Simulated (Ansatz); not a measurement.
HfSeS:
```yaml
crystal:
  lattice:
    - [3.61230, 0.00000, 0.00000]
    - [-1.80615, 3.12835, 0.00000]
    - [0.00000, 0.00000, 5.84600]
  atoms:
    - { symbol: Hf, position: [0.00000, 0.00000, 0.98724] }
    - { symbol: Se, position: [0.33333, 0.66667, 0.26379] }
    - { symbol: S, position: [0.66667, 0.33333, 0.74896] }
```

This is the LDA-relaxed structure. Tensor components refer to the Cartesian frame of this cell.

Problem. All from plane-wave PAW LDA (Ansatz code), unless another level is named. Give the Hill bulk and shear moduli.

Solution. 39.0 and 28.4 GPa.

Problem. Next, the vibrational entropy at 300 K?

Solution. 34.2 J/(K·mol of atoms).

Problem. What about the highest zone-centre frequency (without LO–TO term)?

Solution. 304 cm⁻¹.

Problem. Predict the elastic constants (relaxed ions, GPa).

Solution. C11 = 138, C12 = 26.7, C13 = 8.1, C14 = -2.9, C33 = 45.2, C44 = 13.1.

Space group P3m1. The workflow started from a Materials Project entry (that database holds measured and hypothetical structures alike); the Crystallography Open Database copy checked does not list it. With Se and S taken as one species the cell has the higher symmetry P-3m1, so it may be an ordered model of a mixed-site phase. Whether it is the stable phase at ambient conditions was not checked. Symmetry was held in the LDA relaxation; its stability against distortions is not shown here. The run is not spin-polarised. A crystal of weakly bound layers computed without a dispersion correction: the cell and the soft elastic constants depend strongly on that. Scalar-relativistic: spin–orbit coupling is off unless named, which matters more the heavier the elements.

Potentials: the later of the program's two PAW sets.
